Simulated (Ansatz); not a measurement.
MoRh:
Space group P-6m2 (No. 187); a = 2.7268 Å, b = 2.7268 Å, c = 4.3588 Å, α = 90.00°, β = 90.00°, γ = 120.00°

| atom | site | symmetry | x | y | z |
|---|---|---|---|---|---|
| Mo | 1b | -6m2 | 0.0000 | 0.0000 | 0.5000 |
| Rh | 1c | -6m2 | 0.3333 | 0.6667 | 0.0000 |

Relaxed at zero pressure with the program Ansatz at the LDA level (PAW).

### Question
The volume is raised by 3 % and shape and atoms relax at that volume. What pressure results, and how do the axes share the change?

### Answer
-8.4 GPa; a 1.0 %, b 1.0 %, c 0.9 %; the energy rises by 11 meV/atom.

### Question
Give the new structure.

### Answer

Space group P-6m2 (No. 187); a = b = 2.755 Å, c = 4.397 Å, α = β = 90.00°, γ = 120.00°

```tsv
atom	site	symmetry	x	y	z
Mo	1b	-6m2	0.0000	0.0000	0.5000
Rh	1c	-6m2	0.3333	0.6667	0.0000
```

The phase is kept; no other phase was compared at this pressure.

The first step of the workflow began from a Materials Project structure, measured or hypothetical; the Crystallography Open Database copy checked does not list it. With Mo and Rh taken as one species the cell has the higher symmetry P6_3/mmc, so it may be an ordered model of a mixed-site phase. Its standing as an ambient phase is unchecked. The cell was relaxed with LDA under the symmetry of its start; its stability against distortions is not shown here. No spin polarisation was allowed. Axis ratios of metals converge slowly with the k-mesh, so a and c are less sure than the volume.

Potentials: the later of the program's two PAW sets.
